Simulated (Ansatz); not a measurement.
KTaO3 (cubic perovskite, Pm-3m), plane-wave PAW PBE (Ansatz code), all energies at zero smearing, with the estimated change up to a 700 eV cutoff added, with one set of potentials and settings (totals compare only within such a set). Cell of 5 atoms (1 K, 1 Ta, 3 O): -13178.248 eV.

```json
[
 {"element": "K", "reference phase": "Im-3m, 1 atoms in the cell", "E (eV/atom)": "-1537.7858"},
 {"element": "Ta", "reference phase": "Im-3m, 1 atoms in the cell", "E (eV/atom)": "-9932.2522"},
 {"element": "O", "reference phase": "C2/m, 4 atoms in the cell, spin-polarised", "E (eV/atom)": "-565.0000"}
]
```

Formation energy per atom, worked out: (-13178.248 − 1×(-1537.7858) − 1×(-9932.2522) − 3×(-565.0000))/5 = -2.642 eV/atom (-255 kJ per mol of atoms), at 0 K, without zero-point energy or fitted corrections.

The cell was relaxed with PBE under the symmetry of its start. At this level the phase is dynamically unstable (imaginary phonons). The run is not spin-polarised. The references are the lowest solids computed at this level, not always the standard phases (solids in place of the gases). Spin–orbit coupling is left out wherever it is not named.

Potentials: the later of the program's two PAW sets.
